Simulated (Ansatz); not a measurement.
Calculation for YSe: DFT, LDA, all-electron LAPW, scalar-relativistic (Ansatz 0.2.0).

The cell comes from a relaxation on PAW files under the same functional, begun from a database entry that needn't be the ground state.

Command: `ansatz run input.yaml --threads 1 --pin off --max-ram 2048MiB --backend cpu --events-out ev --progress --plain --runs-dir out` It took 21 s on 1 thread of Intel(R) Xeon(R) Platinum 8259CL CPU @ 2.50GHz (Skylake/Cascade Lake), with other jobs on the host, peak memory 0.38 GiB.

```yaml
crystal:
  lattice:
    - [0.0, 2.8206278024, 2.8206278024]
    - [2.8206278024, 0.0, 2.8206278024]
    - [2.8206278024, 2.8206278024, 0.0]
  atoms:
    - { symbol: "Y", position: [0.5, 0.5, 0.5] }
    - { symbol: Se, position: [0.0, 0.0, 0.0] }
kpoints:
  mp_grid: { grid: [9, 9, 9] }
  band_path:
    path:
      - [0.0, 0.0, 0.0]
      - [0.5, 0.0, 0.5]
      - [0.625, 0.25, 0.625]
      - [0.375, 0.375, 0.75]
      - [0.0, 0.0, 0.0]
      - [0.5, 0.5, 0.5]
      - [0.5, 0.25, 0.75]
      - [0.5, 0.0, 0.5]
    npoints: 14
scf:
  occupations: { method: fermi_dirac, width: 0.02 }
hamiltonian:
  xc: lda
  pseudopotentials: { kind: all_electron, lapw: { basis_error: 0.0005 } }
output:
  forces: true
  stress: true
  eigenvalues: true
  populations: true
```

Output:

```
Y: projections on atomic orbitals take those of the free atom 1s2 2s2 2p6 3s2 3p6 3d10 4s2 4p6 4d1 5s2, of charge +0.00 (hamiltonian.pseudopotentials.projection_atoms)
Se: projections on atomic orbitals take those of the free atom 1s2 2s2 2p6 3s2 3p6 3d10 4s2 4p4, of charge +0.00 (hamiltonian.pseudopotentials.projection_atoms)
LAPW: plane waves up to 7.637 Å⁻¹, error target 5.0e-4 eV per atom; small_component_spin mean_spin; Se in spheres of 1.402 Å, 24 of its electrons in bands, Dirac shells []; Y in spheres of 1.418 Å, 29 of its electrons in bands, Dirac shells [] (how accurate: hamiltonian.pseudopotentials.lapw.basis_error, Limitations)
Engine: ansatz 0.2.0
Pseudopotentials: kind: all_electron
Pseudopotential: Y, LAPW, valence charge 29, lapw/all_electron/scalar/gaussian/Y, Koelling and Harmon's equation, gaussian nucleus
Pseudopotential: Se, LAPW, valence charge 24, lapw/all_electron/scalar/gaussian/Se, Koelling and Harmon's equation, gaussian nucleus
Functional definition: SPW92
  exchange = slater_x
  correlation = pw_c
Crystal: 2 atoms, lattice volume = 44.881 Å³
Basis set: ecut = 222.22272805794063 eV, 331 PW (Γ), exchange–correlation at level 2
Bands: 32, of which v1, the nominal top of the filled ones, is band 27 counted from 1 (26 counted from 0)
Symmetry: 48 space group operations
Space group: Fm-3m (ITA 225), of the structure as read, at distance tolerance 3.6e-5 Å
k-points: 35 of 729
Non-local potential: Y, projectors of the file, none
Non-local potential: Se, projectors of the file, none
Initial density: superposition of atomic densities (chi_scale 0.1, normalization cell, long waves kept (reshape's long-wave potential 0.00 eV rms))
Initial wavefunctions: plane waves of lowest kinetic energy (no species holds an atomic orbital)
Functional: x = slater, c = lda
iter 1 solved again at ethr=6.01e-4 eV; its pass at ethr=1.00e-1 eV (dr2=3.19e-1 eV) is discarded
SCF iter   1: F=—  HF=-158060.244919 eV  |F-HF|=—  |Δ(HF+E_count)|=         —  Δρ=1.90e-2  dr2=3.19e-1  ethr=6.01e-4  ⟨swp⟩=2.5  Hψ=6862  notcnv=0
preconditioner: auto → Kerker (q_TF=auto, 2.805 Å⁻¹)  [metal: Δε(μ)=0.039 eV  Ē_g=9.864 eV  σ=0.020 eV  W_gap=0.41  n_scr=14 (ndim 8)  ℏωp=16.6 eV  f_vac=0.000  D(μ)=1.94/eV (n_scr^D=14)]
SCF iter   2: F=—  HF=-158060.170986 eV  |F-HF|=—  |Δ(HF+E_count)|=   7.39e-2  Δρ=1.25e-2  dr2=1.45e-1  ethr=6.01e-4  ⟨swp⟩=2.0  Hψ=3570  notcnv=0
SCF iter   3: F=—  HF=-158060.144382 eV  |F-HF|=—  |Δ(HF+E_count)|=   2.66e-2  Δρ=6.06e-3  dr2=3.64e-2  ethr=2.74e-4  ⟨swp⟩=2.0  Hψ=3553  notcnv=0
iter 4 solved again at ethr=8.27e-7 eV; its pass at ethr=6.86e-5 eV (dr2=4.38e-4 eV) is discarded
SCF iter   4: F=—  HF=-158060.140001 eV  |F-HF|=—  |Δ(HF+E_count)|=   4.38e-3  Δρ=1.06e-3  dr2=4.38e-4  ethr=8.27e-7  ⟨swp⟩=2.0  Hψ=5866  notcnv=0
SCF iter   5: F=—  HF=-158060.138657 eV  |F-HF|=—  |Δ(HF+E_count)|=   1.34e-3  Δρ=5.23e-4  dr2=8.30e-5  ethr=8.26e-7  ⟨swp⟩=2.0  Hψ=3386  notcnv=0
SCF iter   6: F=—  HF=-158060.138671 eV  |F-HF|=—  |Δ(HF+E_count)|=   1.34e-5  Δρ=1.92e-4  dr2=2.46e-5  ethr=1.57e-7  ⟨swp⟩=2.0  Hψ=3386  notcnv=0
SCF iter   7: F=—  HF=-158060.138670 eV  |F-HF|=—  |Δ(HF+E_count)|=   7.16e-7  Δρ=4.93e-5  dr2=1.15e-6  ethr=4.64e-8  ⟨swp⟩=2.0  Hψ=3386  notcnv=0
SCF iter   8: F=—  HF=-158060.138665 eV  |F-HF|=—  |Δ(HF+E_count)|=   4.85e-6  Δρ=1.74e-5  dr2=1.64e-7  ethr=2.17e-9  ⟨swp⟩=2.0  Hψ=3386  notcnv=0
SCF iter   9: F=-158060.138665 eV  HF=-158060.138665 eV  |F-HF|=4.71e-9  |Δ(HF+E_count)|=   2.68e-8  Δρ=7.72e-6  dr2=3.98e-8  ethr=3.09e-10  ⟨swp⟩=2.0  Hψ=3386  notcnv=0
SCF 1 converged in 9 iterations: F = -158060.138665 eV  dr2 = 3.98e-8
NSCF: frozen V_eff on 99 k-points
SCF converged after 9 iterations
Free energy (F): -158060.138665 eV
Harris-Foulkes:  -158060.138665 eV  (|F-HF|=4.71e-9)
Internal energy: -158060.136274 eV  (E = F + TS)
E sigma→0 (E₀):  -158060.137469 eV
Entropy (-TS):   -0.002392 eV (-1.196 meV/atom)
Fermi energy:    14.606151 eV
--- Per-component energies (eV) ---
  E_band       = -5189.726306
  E_kinetic    = 162448.621382
  E_xc         = -5192.892104
  E_electrostatic = -315315.865552  (all electrons and nuclei)
  E_smearing   = -0.002392  (= −TS)
  E_closure    = 0.000000  (closes the sum)
  E_atoms      = -158047.019932  (free atoms, spherical and without spin; not in F)
  Σ components = -158060.138665   (vs F -158060.138665, Δ=0.00e0)
  Basis errors (estimates in eV, not in F): energy 1.5e-4 per atom: plane waves 1.4e-4 (7.6e-5 summed), levels above the bands 4.2e-139, relativity 3.9e-9, radial functions 8.4e-6, core shells 8.9e-14; eigenvalues (radial functions only) 7.8e-7; not estimated: angular momenta, meshes, grids; target (lapw.basis_error) 5.0e-4; muffin-tin radii Se 1.402 Å, Y 1.418 Å
--- Forces (eV/Å), atoms counted from 1 ---
  atom   1  Y     -0.00000000    -0.00000000    -0.00000000
  atom   2  Se    -0.00000000     0.00000000     0.00000000
  max |Σ_I F_I| component: 9.86e-32 eV/Å
--- Stress (GPa, compression-positive) ---
        0.024152       0.000000       0.000000
        0.000000       0.024152      -0.000000
        0.000000      -0.000000       0.024152
  P = ⅓ Tr σ = 0.0242 GPa (0.242 kbar)
--- Band table (eV; the first three rows and the last of 35) ---
  k-point 0: bands = ["-348.2882", "-266.6855", "-266.6855", "-266.6855", "-193.6956", "-133.7338", "-133.7338", "-133.7338", "-131.9333", "-131.9333", "-131.9308", "-131.9308", "-131.9308", "-34.5088", "-34.5088", "-34.4953", "-34.4953", "-34.4953", "-28.7283", "-8.7461", "-8.7461", "-8.7461", "-0.7243", "11.6605", "11.6605", "11.6605", "14.3523", "14.3523", "14.3523", "15.1944", "15.1944", "15.5984"]
  k-point 1: bands = ["-348.2882", "-266.6855", "-266.6855", "-266.6855", "-193.6956", "-133.7338", "-133.7338", "-133.7338", "-131.9333", "-131.9333", "-131.9308", "-131.9308", "-131.9308", "-34.5088", "-34.5088", "-34.4953", "-34.4952", "-34.4952", "-28.7258", "-8.7913", "-8.7485", "-8.7485", "-0.5960", "10.8522", "11.2581", "11.2581", "14.5075", "14.5910", "14.5910", "15.8044", "15.8044", "16.3925"]
  k-point 2: bands = ["-348.2882", "-266.6855", "-266.6855", "-266.6855", "-193.6956", "-133.7338", "-133.7338", "-133.7338", "-131.9333", "-131.9333", "-131.9308", "-131.9308", "-131.9308", "-34.5088", "-34.5088", "-34.4952", "-34.4952", "-34.4952", "-28.7195", "-8.9024", "-8.7545", "-8.7545", "-0.2594", "9.4971", "10.5534", "10.5534", "14.7427", "15.1806", "15.1806", "17.2095", "17.2095", "17.9282"]
  k-point 34: bands = ["-348.2882", "-266.6855", "-266.6855", "-266.6855", "-193.6956", "-133.7338", "-133.7338", "-133.7338", "-131.9333", "-131.9333", "-131.9308", "-131.9308", "-131.9308", "-34.5095", "-34.5087", "-34.4952", "-34.4951", "-34.4948", "-28.6993", "-8.9528", "-8.9058", "-8.8523", "0.1597", "9.0887", "9.6561", "9.6583", "15.0409", "15.9455", "17.1316", "17.9232", "17.9516", "21.1817"]
--- Löwdin populations: 2 sites ---
  site symbol       q [e]
     0      Y     38.7601
     1     Se     34.1723
  spilling = 0.000926 (of n_electrons = 73.000000)
```

populations.tsv:

```
# site	symbol	l	j	q
# orbitals = lowdin
# n_electrons = 73.000000
# spilling = 0.000926
# projection_atom_Y: 1s2 2s2 2p6 3s2 3p6 3d10 4s2 4p6 4d1 5s2
# projection_atom_Se: 1s2 2s2 2p6 3s2 3p6 3d10 4s2 4p4
0	Y	0_1S	-	1.999997
0	Y	0_2S	-	1.999923
0	Y	0_3S	-	1.998505
0	Y	0_4S	-	1.969656
0	Y	0_5S	-	0.421343
0	Y	1_2P	-	5.999997
0	Y	1_3P	-	5.999931
0	Y	1_4P	-	5.987608
0	Y	2_3D	-	9.999963
0	Y	2_4D	-	2.383195
1	Se	0_1S	-	1.999986
1	Se	0_2S	-	1.999400
1	Se	0_3S	-	1.988244
1	Se	0_4S	-	1.628164
1	Se	1_2P	-	5.999987
1	Se	1_3P	-	5.997865
1	Se	1_4P	-	4.559921
1	Se	2_3D	-	9.998730
```
